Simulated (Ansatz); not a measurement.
# Ansatz 0.2.0, relaxation: CaTi2P2

The input file (Ansatz 0.2.0, plane waves):

```yaml
crystal:
  lattice:
    - [2.010438, 3.482181, 0.0]
    - [-2.010438, 3.482181, 0.0]
    - [0.0, 0.0, 6.609956]
  atoms:
    - { symbol: Ti, position: [0.3333, 0.3334, 0.6369] }
    - { symbol: Ti, position: [0.6667, 0.6666, 0.3631] }
    - { symbol: Ca, position: [0.0, 0.0, 0.0] }
    - { symbol: P, position: [0.3333, 0.3334, 0.2405] }
    - { symbol: P, position: [0.6667, 0.6666, 0.7595] }
  symmetry: { tolerance: 0.0003 }
kpoints:
  mp_grid: { grid: [6, 6, 4], shift: [0, 0, 0] }
magnetization:
  spin_polarized: false
scf:
  occupations: { method: methfessel_paxton, width: 0.1649 }
  lower_state_search: "off"
hamiltonian:
  pseudopotentials: { kind: paw }
  xc: r2scan
basis:
  ecutwfc: 500
  fft_grid_basis: typed
relax:
  max_steps: 80
  cell: { p_target: 0.0 }
output:
  forces: true
  stress: true
  eigenvalues: true
  bader: true
  populations: true
  elf: true
  write_potential: true
  volumetric_format: npy
  dos:
    e_range: [-12, 8]
    de: 0.05
    projected: { site_lists: { Ca: [Ca], P: [P], Ti: [Ti] } }
checkpoint:
  read: saved_state
```

The command:

```bash
ansatz run input.yaml --threads 2 --pin off --max-ram 2560MiB --backend cpu --events-out ev --progress --plain --runs-dir out
```

Origin of the cell: a known structure type with other elements, at an estimated volume, so it need not be a known compound.

The saved state is a converged single point of the same cell.

Steps («new basis» is an SCF on plane waves selected anew at the same cell):

```csv
step,ΔF (meV/atom),max force component (eV/Å),P (GPa),volume (Å³),SCF iterations,step was
1,0.0,1.067,3.94,92.55,7,accepted
2,-61.5,0.769,1.12,98.23,9,accepted
3,-67.5,0.303,-0.92,100.31,8,accepted
4,-70.8,0.040,-0.10,98.95,6,accepted
5,-70.9,0.009,0.01,98.83,6,accepted
6,-70.9,0.006,-0.03,98.85,6,accepted
7,-71.3,0.005,-0.03,98.85,7,new basis
```

Before:

Space group P-3m1 (No. 164); the run's cell has a = 4.021 Å, b = 4.021 Å, c = 6.610 Å, α = 90.00°, β = 90.00°, γ = 60.00°. Shortest distances: P–Ti 2.46 Å, Ca–P 2.81 Å, Ti–Ti 2.94 Å, Ca–Ti 3.34 Å.

After:

Space group P-3m1 (No. 164); the run's cell has a = 4.014 Å, b = 4.014 Å, c = 7.085 Å, α = 90.00°, β = 90.00°, γ = 60.00°. Shortest distances: P–Ti 2.46 Å, Ti–Ti 2.88 Å, Ca–P 2.96 Å, Ca–Ti 3.55 Å.

```xyz
5
Lattice="2.0069 3.4761 0.0000 -2.0069 3.4761 0.0000 0.0000 0.0000 7.0848" Properties=species:S:1:pos:R:3 pbc="T T T"
Ti    0.0000    2.3174    4.4005
Ti    0.0000    4.6348    2.6843
Ca    0.0000    0.0000    0.0000
P     0.0000    2.3174    1.8489
P     0.0000    4.6348    5.2359
```

* Free energy lowered by: 71.3 meV/atom
* Volume change: 6.81 %
* Final pressure: -0.03 GPa
* Relaxation steps listed: 7

Caveats: no moments, though an odd count or open d shells may carry them; the k mesh is coarse if the cell is a metal; the relaxation held the start's symmetry, so the end may be a saddle point; wide smearing.

The run took 70 s on 2 threads of Arm Neoverse V1, on a shared host, peak memory 0.63 GiB, from a saved density.
